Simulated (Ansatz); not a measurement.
Here is an unrelaxed guess for Al3InAs4.

```cif
data_structure
_symmetry_space_group_name_H-M 'P-43m'
_symmetry_Int_Tables_number 215
_cell_length_a 5.5162
_cell_length_b 5.5162
_cell_length_c 5.5162
_cell_angle_alpha 90.000
_cell_angle_beta 90.000
_cell_angle_gamma 90.000
_cell_volume 167.85
loop_
_atom_site_label
_atom_site_type_symbol
_atom_site_symmetry_multiplicity
_atom_site_Wyckoff_symbol
_atom_site_fract_x
_atom_site_fract_y
_atom_site_fract_z
_atom_site_occupancy
Al1 Al 3 d 0.50000 0.00000 0.00000 1
In1 In 1 b 0.50000 0.50000 0.50000 1
As1 As 4 e 0.75000 0.25000 0.75000 1
```

All numbers below come from Ansatz 0.2.0, DFT PBE, scalar-relativistic, plane waves, PAW. Settings: cutoff 420 eV, Γ-centred mesh 4×4×4 on the computed 8-atom cell, Gaussian smearing of 0.10 eV; no spin polarisation.

Energies over the elements count from the elements' standard structures at the same level, with no fitted energy shifts.

Q: What does a single point on this coarse mesh give?

A: The pressure is 16.4 GPa (it wants to expand), the largest force is 2.12 eV/Å, and the energy is −0.20 eV/atom against the elements. The shortest distance is 2.39 Å.

Q: Is it a good guess?

A: A rough one: relaxing gains about 0.22 eV/atom in 7 ionic steps and ends at −0.415 eV/atom on the finer mesh. The symmetry stays P-43m (No. 215). The volume per atom grows by 18.4 %, from 21.0 to 24.8 Å³. The shortest distance goes from 2.39 Å (Al–As and In–As) to 2.49 Å (Al–As). Conventional cell: a = 5.835 Å. Al has 4 As at 2.49 Å; In has 4 As at 2.63 Å; around As lie 3 Al at 2.49 Å and 1 In at 2.63 Å.

The last run used a 6×6×6 mesh for its 8-atom cell and Gaussian smearing of 0.02 eV. The reference form of As is held partly by dispersion forces, which this level lacks. The relaxation can't lower the symmetry of the start, and the grade says only how near the guess is to its own end. Symmetry constrained the relaxation, so the result can be a saddle point.
